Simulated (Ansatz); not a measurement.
Rb$_{2}$YAgF$_{6}$:
```cif
data_AgF6Rb2Y
_chemical_formula_sum 'Rb2 Y1 Ag1 F6'
_space_group_name_H-M_alt 'P 1'
_space_group_IT_number 1
_cell_length_a 6.43828
_cell_length_b 6.43828
_cell_length_c 6.43828
_cell_angle_alpha 60.000
_cell_angle_beta 60.000
_cell_angle_gamma 60.000
loop_
_space_group_symop_operation_xyz
  'x, y, z'
loop_
_atom_site_label
_atom_site_type_symbol
_atom_site_fract_x
_atom_site_fract_y
_atom_site_fract_z
_atom_site_occupancy
Rb1 Rb 0.75000 0.75000 0.75000 1
Rb2 Rb 0.25000 0.25000 0.25000 1
Y1 Y 0.50000 0.50000 0.50000 1
Ag1 Ag 0.00000 0.00000 0.00000 1
F1 F 0.73654 0.26346 0.26346 1
F2 F 0.26346 0.73654 0.73654 1
F3 F 0.26346 0.73654 0.26346 1
F4 F 0.73654 0.26346 0.73654 1
F5 F 0.26346 0.26346 0.73654 1
F6 F 0.73654 0.73654 0.26346 1
```

Relaxed with r²SCAN.

Task: Tabulate the valence density and the electron localisation function along the shortest Y–F contact (2.15 Å), plane-wave PAW r²SCAN (Ansatz code).

Result: 

| distance from Y (Å) | density (e/Å³) | ELF |
|---|---|---|
| 0.22 | 3.48 | 0.52 |
| 0.32 | 3.71 | 0.70 |
| 0.43 | 3.58 | 0.81 |
| 0.54 | 3.08 | 0.85 |
| 0.65 | 2.36 | 0.86 |
| 0.75 | 1.64 | 0.81 |
| 0.86 | 1.07 | 0.63 |
| 0.97 | 0.69 | 0.32 |
| 1.08 | 0.52 | 0.14 |
| 1.18 | 0.50 | 0.15 |
| 1.29 | 0.66 | 0.36 |
| 1.40 | 1.01 | 0.64 |
| 1.51 | 1.70 | 0.78 |
| 1.62 | 3.03 | 0.80 |
| 1.72 | 5.24 | 0.77 |
| 1.83 | 8.12 | 0.69 |
| 1.94 | 11.03 | 0.56 |

The density is the valence pseudo-density with augmentation charge, so density and ELF within about 1 Å of a nucleus are not all-electron values.

Space group Fm-3m. The workflow started from a Materials Project entry (that database holds measured and hypothetical structures alike); the Crystallography Open Database copy checked does not list it. Whether it is the stable phase at ambient conditions was not checked. The r²SCAN relaxation kept the symmetry of its start; whether a distortion lowers the energy is not shown. The run is not spin-polarised.

Potentials: the later of the program's two PAW sets.
